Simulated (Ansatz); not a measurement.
Guessed and relaxed cells of K3Zn2

A trial structure of K3Zn2 was built thus: random cell by space group and Wyckoff sites (P6/mmm, No. 191). Its size is a rough estimate.

start.cif

```cif
data_structure
_symmetry_space_group_name_H-M 'P 1'
_symmetry_Int_Tables_number 1
_cell_length_a 5.6246
_cell_length_b 5.6246
_cell_length_c 5.1015
_cell_angle_alpha 90.000
_cell_angle_beta 90.000
_cell_angle_gamma 120.000
_cell_volume 139.77
loop_
_atom_site_label
_atom_site_type_symbol
_atom_site_fract_x
_atom_site_fract_y
_atom_site_fract_z
_atom_site_occupancy
K1 K 0.50000 0.00000 0.50000 1
K2 K 0.00000 0.50000 0.50000 1
K3 K 0.50000 0.50000 0.50000 1
Zn1 Zn 0.00000 0.00000 0.69897 1
Zn2 Zn 0.00000 0.00000 0.30103 1
```

Computed with DFT PBE, scalar-relativistic, plane waves, PAW (Ansatz 0.2.0). Cutoff 420 eV, Gaussian smearing, Γ-centred meshes. Cell and atoms relax first on a coarse mesh and then on a finer one. In between, the cell is made exact in the group found at 0.06 Å. In metals the finer mesh still leaves noise of several meV/atom or more. The steps can't lower the symmetry of their start. No spin polarisation.

end.cif

```cif
data_structure
_symmetry_space_group_name_H-M 'P 1'
_symmetry_Int_Tables_number 1
_cell_length_a 7.7032
_cell_length_b 7.7032
_cell_length_c 4.8004
_cell_angle_alpha 90.000
_cell_angle_beta 90.000
_cell_angle_gamma 120.000
_cell_volume 246.69
loop_
_atom_site_label
_atom_site_type_symbol
_atom_site_fract_x
_atom_site_fract_y
_atom_site_fract_z
_atom_site_occupancy
K1 K 0.50000 0.00000 0.50000 1
K2 K 0.00000 0.50000 0.50000 1
K3 K 0.50000 0.50000 0.50000 1
Zn1 Zn 0.00000 0.00000 0.75079 1
Zn2 Zn 0.00000 0.00000 0.24921 1
```

The symmetry stays P6/mmm (No. 191). The volume per atom grows by 76.5 %, from 28.0 to 49.3 Å³. The shortest distance goes from 2.03 Å (Zn–Zn) to 2.39 Å (Zn–Zn). The ratio c/a of the conventional cell changes by a factor of 0.69. The energy falls by about 1.1 eV/atom (the start's value is from the coarse mesh).

```json
{
  "Volume per atom": "49.34 Å³",
  "Density": "1.67 g/cm³",
  "Formation energy": "+0.21 eV/atom",
  "Gap on the 6×6×8 mesh of the 5-atom cell": "0 eV (a metal)"
}
```

Formation energies are uncorrected and refer to the elements' standard structures at the same level. A positive value: parting into the elements would lower its energy.

The last run used Gaussian smearing of 0.10 eV. Symmetry constrained the relaxation, so the result can be a saddle point. In all, the 3 runs took 2.4 min on 1 thread of Intel(R) Xeon(R) Processor @ 2.70GHz, with other jobs on the host.
